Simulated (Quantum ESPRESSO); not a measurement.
Li4Al2WIn, finding a planted mistake in a log

Computed values, not a measurement. The program is pw.x of Quantum ESPRESSO 7.5 (plane-wave density functional theory). The cell is made up: eight metal atoms on a hexagonal close-packed lattice, with elements, volume, strain and displacements drawn at random and not relaxed, so it may be unstable or far from any real phase. PseudoDojo standard norm-conserving files set the functional (PBE unless stated); there is no spin polarisation or spin-orbit coupling, the Fermi-Dirac width of 0.25 eV means electrons at about 2900 K, and the masses in the input are unused placeholders. Heavy elements are run without spin-orbit coupling, which real alloys of them have. A spin test at this wide smearing found no moment, but such smearing suppresses magnetism that the real alloy may have.

Intended input:

```
&control calculation='scf', pseudo_dir='./dojo.nc.sr.pbe.v0_5.standard.upf', outdir='./o', disk_io='minimal', tprnfor=.true., tstress=.true. /
&system ibrav=0, nat=8, ntyp=4, nbnd=33, ecutwfc=84.00895049, nosym=.true., tot_charge=0,
 occupations='smearing', smearing='fd', degauss=0.0183746611
/
&electrons conv_thr=1.470e-08, electron_maxstep=70, mixing_beta=0.5 /
ATOMIC_SPECIES
Al 1.0 Al.upf
In 1.0 In.upf
Li 1.0 Li.upf
W 1.0 W.upf
CELL_PARAMETERS angstrom
-3.008 0.0431 0.0104
0.0167 -0.0271 -4.8185
0.1493 -10.6323 -0.0587
ATOMIC_POSITIONS angstrom
Li 0.0136 0.0264 -0.0462
Li 0.0887 -5.309 -0.0347
Al 0.0395 -3.5309 -2.3905
W 0.0958 -8.9386 -2.4416
Al -1.4745 -2.6251 -0.0316
Li -1.4139 -7.9451 -0.0554
In -1.4882 -0.8426 -2.3247
Li -1.4092 -6.1541 -2.4154
K_POINTS automatic
9 6 3 1 1 1
```

The log is shortened where brackets say so; the opening notice, blank lines, dates and the lines on written files are dropped, and the path of the files is cut. It prints rydbergs, bohrs and kilobars, and counts compression as positive stress. Its total energy is the free energy E - TS of the whole cell.

Log of the intended run:

```
     Program PWSCF v.7.5
     Parallel version (MPI & OpenMP), running on       4 processor cores
     Number of MPI processes:                 4
     Threads/MPI process:                     1
     [start-up lines left out]
     bravais-lattice index     =            0
     lattice parameter (alat)  =       5.6849  a.u.
     unit-cell volume          =    1039.6991 (a.u.)^3
     number of atoms/cell      =            8
     number of atomic types    =            4
     number of electrons       =        45.00
     number of Kohn-Sham states=           33
     kinetic-energy cutoff     =      84.0090  Ry
     charge density cutoff     =     336.0358  Ry
     scf convergence threshold =      1.5E-08
     mixing beta               =       0.5000
     number of iterations used =            8  plain     mixing
     Exchange-correlation= PBE
                           (   1   4   3   4   0   0   0)
     [axes and pseudopotential details left out]
   Cartesian axes
     site n.     atom                  positions (alat units)
         1        Li     tau(   1) = (   0.0045208   0.0087756  -0.0153574  )
         2        Li     tau(   2) = (   0.0294848  -1.7647684  -0.0115347  )
         3        Al     tau(   3) = (   0.0131302  -1.1737089  -0.7946278  )
         4        W      tau(   4) = (   0.0318449  -2.9712863  -0.8116140  )
         5        Al     tau(   5) = (  -0.4901396  -0.8726113  -0.0105042  )
         6        Li     tau(   6) = (  -0.4699955  -2.6410363  -0.0184156  )
         7        In     tau(   7) = (  -0.4946936  -0.2800893  -0.7727552  )
         8        Li     tau(   8) = (  -0.4684332  -2.0456887  -0.8029048  )
     number of k points=    81  Fermi-Dirac smearing, width (Ry)=  0.0184
                       cart. coord. in units 2pi/alat
        k(    1) = (  -0.0564242  -0.0476625  -0.0519549), wk =   0.0246914
        k(    2) = (  -0.0537244   0.1410094  -0.0530066), wk =   0.0246914
     [further k points left out]
     Dense  grid:   108249 G-vectors     FFT dimensions: (  36,  54, 120)
     Estimated max dynamical RAM per process >     286.66 MB
     Estimated total dynamical RAM >       1.04 GB
     Initial potential from superposition of free atoms
     starting charge      44.9725, renormalised to      45.0000
     Starting wfcs are   35 randomized atomic wfcs
     total cpu time spent up to now is        4.1 secs
     per-process dynamical memory:   227.5 Mb
     Self-consistent Calculation
     iteration #  1     ecut=    84.01 Ry     beta= 0.50
     Davidson diagonalization with overlap
     ethr =  1.00E-02,  avg # of iterations =  5.6
     Threshold (ethr) on eigenvalues was too large:
     Diagonalizing with lowered threshold
     Davidson diagonalization with overlap
     ethr =  8.71E-04,  avg # of iterations =  1.9
     total cpu time spent up to now is       21.5 secs
     total energy              =    -351.13485005 Ry
     estimated scf accuracy    <       0.40451117 Ry
     iteration #  2     ecut=    84.01 Ry     beta= 0.50
     Davidson diagonalization with overlap
     ethr =  8.99E-04,  avg # of iterations =  5.9
     total cpu time spent up to now is       31.9 secs
     total energy              =    -350.25090500 Ry
     estimated scf accuracy    <      21.78850335 Ry
     [iterations 3 to 9 left out]
     iteration # 10     ecut=    84.01 Ry     beta= 0.50
     Davidson diagonalization with overlap
     ethr =  1.27E-09,  avg # of iterations =  2.9
     total cpu time spent up to now is      100.1 secs
     total energy              =    -351.36042634 Ry
     estimated scf accuracy    <       0.00000005 Ry
     iteration # 11     ecut=    84.01 Ry     beta= 0.50
     Davidson diagonalization with overlap
     ethr =  1.22E-10,  avg # of iterations =  3.2
     total cpu time spent up to now is      108.7 secs
     End of self-consistent calculation
     [lines on levels left out]
!    total energy              =    -351.36042634 Ry
     estimated scf accuracy    <          5.4E-09 Ry
     smearing contrib. (-TS)   =      -0.07439030 Ry
     internal energy E=F+TS    =    -351.28603604 Ry
     The total energy is F=E-TS. E is the sum of the following terms:
     one-electron contribution =    -252.23698390 Ry
     hartree contribution      =     135.10022862 Ry
     xc contribution           =     -90.55809844 Ry
     ewald contribution        =    -143.59118233 Ry
     convergence has been achieved in  11 iterations
     Forces acting on atoms (cartesian axes, Ry/au):
     atom    1 type  3   force =     0.00155803    0.00510167    0.01262918
     atom    2 type  3   force =    -0.00070674    0.01461945    0.00239660
     atom    3 type  1   force =     0.00046417   -0.00779392   -0.00626086
     atom    4 type  4   force =     0.00060393    0.00643575   -0.00524475
     atom    5 type  1   force =     0.00041956   -0.01716547    0.01072152
     atom    6 type  3   force =     0.00097763   -0.01150060    0.00264343
     atom    7 type  2   force =    -0.00225286    0.01834592   -0.01493443
     atom    8 type  3   force =    -0.00106372   -0.00804281   -0.00195068
     Total force =     0.041972     Total SCF correction =     0.000261
     Computing stress (Cartesian axis) and pressure
          total   stress  (Ry/bohr**3)                   (kbar)     P=      -46.15
  -0.00049384   0.00003713   0.00001001          -72.65        5.46        1.47
   0.00003713  -0.00033503  -0.00001218            5.46      -49.28       -1.79
   0.00001001  -0.00001218  -0.00011239            1.47       -1.79      -16.53
     init_run     :      3.87s CPU      4.03s WALL (       1 calls)
     electrons    :    103.84s CPU    104.67s WALL (       1 calls)
     forces       :      1.54s CPU      1.55s WALL (       1 calls)
     stress       :      5.53s CPU      5.53s WALL (       1 calls)
     [timing details left out]
     PWSCF        :   1m54.84s CPU   1m55.89s WALL
     JOB DONE.
```

A second run was made from an input with one planted mistake. Its log:

```
     Program PWSCF v.7.5
     Parallel version (MPI & OpenMP), running on       4 processor cores
     Number of MPI processes:                 4
     Threads/MPI process:                     1
     [start-up lines left out]
     bravais-lattice index     =            0
     lattice parameter (alat)  =       5.7577  a.u.
     unit-cell volume          =    1080.1416 (a.u.)^3
     number of atoms/cell      =            8
     number of atomic types    =            4
     number of electrons       =        45.00
     number of Kohn-Sham states=           33
     kinetic-energy cutoff     =      84.0090  Ry
     charge density cutoff     =     336.0358  Ry
     scf convergence threshold =      1.5E-08
     mixing beta               =       0.5000
     number of iterations used =            8  plain     mixing
     Exchange-correlation= PBE
                           (   1   4   3   4   0   0   0)
     [axes and pseudopotential details left out]
   Cartesian axes
     site n.     atom                  positions (alat units)
         1        Li     tau(   1) = (   0.0045293   0.0087632  -0.0153602  )
         2        Li     tau(   2) = (   0.0294732  -1.7647842  -0.0115202  )
         3        Al     tau(   3) = (   0.0131284  -1.1737111  -0.7946288  )
         4        W      tau(   4) = (   0.0318364  -2.9712834  -0.8116300  )
         5        Al     tau(   5) = (  -0.4901485  -0.8726114  -0.0105027  )
         6        Li     tau(   6) = (  -0.4699965  -2.6410387  -0.0184126  )
         7        In     tau(   7) = (  -0.4946778  -0.2800943  -0.7727700  )
         8        Li     tau(   8) = (  -0.4684210  -2.0456989  -0.8028997  )
     number of k points=    81  Fermi-Dirac smearing, width (Ry)=  0.0184
                       cart. coord. in units 2pi/alat
        k(    1) = (  -0.0564243  -0.0476622  -0.0519549), wk =   0.0246914
        k(    2) = (  -0.0537216   0.1410095  -0.0530048), wk =   0.0246914
     [further k points left out]
     Dense  grid:   112359 G-vectors     FFT dimensions: (  36,  54, 120)
     Estimated max dynamical RAM per process >     296.58 MB
     Estimated total dynamical RAM >       1.08 GB
     Initial potential from superposition of free atoms
     starting charge      44.9725, renormalised to      45.0000
     Starting wfcs are   35 randomized atomic wfcs
     total cpu time spent up to now is        4.2 secs
     per-process dynamical memory:   234.5 Mb
     Self-consistent Calculation
     iteration #  1     ecut=    84.01 Ry     beta= 0.50
     Davidson diagonalization with overlap
     ethr =  1.00E-02,  avg # of iterations =  5.4
     Threshold (ethr) on eigenvalues was too large:
     Diagonalizing with lowered threshold
     Davidson diagonalization with overlap
     ethr =  8.13E-04,  avg # of iterations =  2.0
     total cpu time spent up to now is       22.4 secs
     total energy              =    -351.13613719 Ry
     estimated scf accuracy    <       0.37880802 Ry
     iteration #  2     ecut=    84.01 Ry     beta= 0.50
     Davidson diagonalization with overlap
     ethr =  8.42E-04,  avg # of iterations =  5.8
     total cpu time spent up to now is       33.3 secs
     total energy              =    -350.28849177 Ry
     estimated scf accuracy    <      21.25441452 Ry
     [iterations 3 to 9 left out]
     iteration # 10     ecut=    84.01 Ry     beta= 0.50
     Davidson diagonalization with overlap
     ethr =  1.05E-09,  avg # of iterations =  3.0
     total cpu time spent up to now is      103.8 secs
     total energy              =    -351.34609863 Ry
     estimated scf accuracy    <       0.00000005 Ry
     iteration # 11     ecut=    84.01 Ry     beta= 0.50
     Davidson diagonalization with overlap
     ethr =  1.21E-10,  avg # of iterations =  2.8
     total cpu time spent up to now is      112.1 secs
     End of self-consistent calculation
     [lines on levels left out]
!    total energy              =    -351.34609864 Ry
     estimated scf accuracy    <          4.8E-09 Ry
     smearing contrib. (-TS)   =      -0.07713729 Ry
     internal energy E=F+TS    =    -351.26896135 Ry
     The total energy is F=E-TS. E is the sum of the following terms:
     one-electron contribution =    -254.85490904 Ry
     hartree contribution      =     135.82125159 Ry
     xc contribution           =     -90.45736101 Ry
     ewald contribution        =    -141.77794290 Ry
     convergence has been achieved in  11 iterations
     Forces acting on atoms (cartesian axes, Ry/au):
     atom    1 type  3   force =     0.00134878    0.00513916    0.01135364
     atom    2 type  3   force =    -0.00061661    0.01521102    0.00213642
     atom    3 type  1   force =     0.00060289   -0.00484124   -0.00536915
     atom    4 type  4   force =     0.00016240    0.00040868   -0.00436915
     atom    5 type  1   force =     0.00030735   -0.01535887    0.00899513
     atom    6 type  3   force =     0.00087772   -0.01226226    0.00233091
     atom    7 type  2   force =    -0.00171845    0.02023567   -0.01325245
     atom    8 type  3   force =    -0.00096408   -0.00853216   -0.00182534
     Total force =     0.040049     Total SCF correction =     0.000264
     Computing stress (Cartesian axis) and pressure
          total   stress  (Ry/bohr**3)                   (kbar)     P=      -57.68
  -0.00056743   0.00003155   0.00000895          -83.47        4.64        1.32
   0.00003155  -0.00041562  -0.00000913            4.64      -61.14       -1.34
   0.00000895  -0.00000913  -0.00019333            1.32       -1.34      -28.44
     init_run     :      3.91s CPU      4.11s WALL (       1 calls)
     electrons    :    106.81s CPU    107.92s WALL (       1 calls)
     forces       :      1.55s CPU      1.58s WALL (       1 calls)
     stress       :      5.68s CPU      5.68s WALL (       1 calls)
     [timing details left out]
     PWSCF        :   1m58.01s CPU   1m59.41s WALL
     JOB DONE.
```

Question: the log repeats what the program read. Compare it with the intended run: what was wrong in the second input?

Answer: the cell and the positions are scaled by a wrong factor. The input lines that differ:

```
- -3.008 0.0431 0.0104
- 0.0167 -0.0271 -4.8185
- 0.1493 -10.6323 -0.0587
+ -3.0465 0.0437 0.0105
+ 0.0169 -0.0274 -4.8802
+ 0.1512 -10.7684 -0.0595
- Li 0.0136 0.0264 -0.0462
- Li 0.0887 -5.309 -0.0347
- Al 0.0395 -3.5309 -2.3905
- W 0.0958 -8.9386 -2.4416
- Al -1.4745 -2.6251 -0.0316
- Li -1.4139 -7.9451 -0.0554
- In -1.4882 -0.8426 -2.3247
- Li -1.4092 -6.1541 -2.4154
+ Li 0.0138 0.0267 -0.0468
+ Li 0.0898 -5.377 -0.0351
+ Al 0.04 -3.5761 -2.4211
+ W 0.097 -9.053 -2.4729
+ Al -1.4934 -2.6587 -0.032
+ Li -1.432 -8.0468 -0.0561
+ In -1.5072 -0.8534 -2.3545
+ Li -1.4272 -6.2329 -2.4463
```

```
                                            intended run  run with the mistake
                          free energy (eV)     -4780.502             -4780.307
         entropy term -TS, part of it (eV)        -1.012                -1.050
                            pressure (GPa)         -4.62                 -5.77
size of the largest force component (eV/Å)         0.472                 0.520
largest change of a force component (eV/Å)                               0.155
                                iterations            11                    11
```

For scale, a rerun of the intended cell at a higher cutoff and on a denser mesh moved values by no more than 0.007 eV in energy, 0.06 GPa in stress and 0.017 eV/Å in force, and a second program with other atomic files agreed on that cell to 2 % rms in force and 0.5 GPa in pressure.